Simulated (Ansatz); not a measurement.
## Relaxing a structure of AlRu

The start is a generated cell, AlRu built in the NaTl structure type. Cell shape, volume and atoms are optimised at zero target pressure with r2SCAN (plane waves to 500 eV, PAW, scalar-relativistic; Ansatz, an electronic-structure program). The first steps use a coarse 10×10×10 k-mesh.

Starting cell:
```yaml
crystal:
  lattice:
    - [0.00000, 2.87059, 2.87059]
    - [2.87059, 0.00000, 2.87059]
    - [2.87059, 2.87059, 0.00000]
  atoms:
    - { symbol: Al, position: [0.25000, 0.25000, 0.25000] }
    - { symbol: Al, position: [0.00000, 0.00000, 0.00000] }
    - { symbol: Ru, position: [0.50000, 0.50000, 0.50000] }
    - { symbol: Ru, position: [0.75000, 0.75000, 0.75000] }
```

Problem. What pressure does the first self-consistent step give?

Solution. +46.9 GPa (positive: the cell is compressed).

Problem. By how much does the energy per atom fall from start to end?

Solution. 0.26 eV/atom.

Problem. How does the volume change?

Solution. +17.3 %, from 11.83 to 13.87 Å³/atom.

Problem. How do the shortest distances between atoms change?

Solution. The closest pairs of elements (up to four, under 3.6 Å), start → end: Ru–Ru 2.49 → 2.62 Å; Al–Ru 2.49 → 2.62 Å; Al–Al 2.49 → 2.62 Å.

Problem. Is the relaxed structure metallic? Give its gap.

Solution. No gap (metallic).

Problem. Give the final cell and atomic positions.

Solution. 
Space group Fd-3m, origin choice 1 (No. 227); a = b = c = 6.054 Å, α = β = γ = 90.00°

```csv
atom,site,symmetry,x,y,z
Al,8a,-43m,0.0000,0.0000,0.0000
Ru,8b,-43m,0.5000,0.5000,0.5000
```
(The calculation used a cell of 4 atoms; values per cell refer to that cell.)

The space group stays Fd-3m (No. 227) (the run could not lower it); the end is AFLOW prototype AB_cF16_227_a_b (B32, as in NaTl), with 4 atoms in the primitive cell. Final values are on a 13×13×13 k-mesh of the relaxed cell. No spin polarisation in the result.

The run could not lose the symmetry of its start, so the end can be a saddle point.

All atoms sit on sites fixed by symmetry, so only the cell could relax.

The relaxed structure here is a generated cell of AlRu: the first start was made by placing the elements on the sites of a structure type, and the end was not matched to a known phase here, so it may be hypothetical.
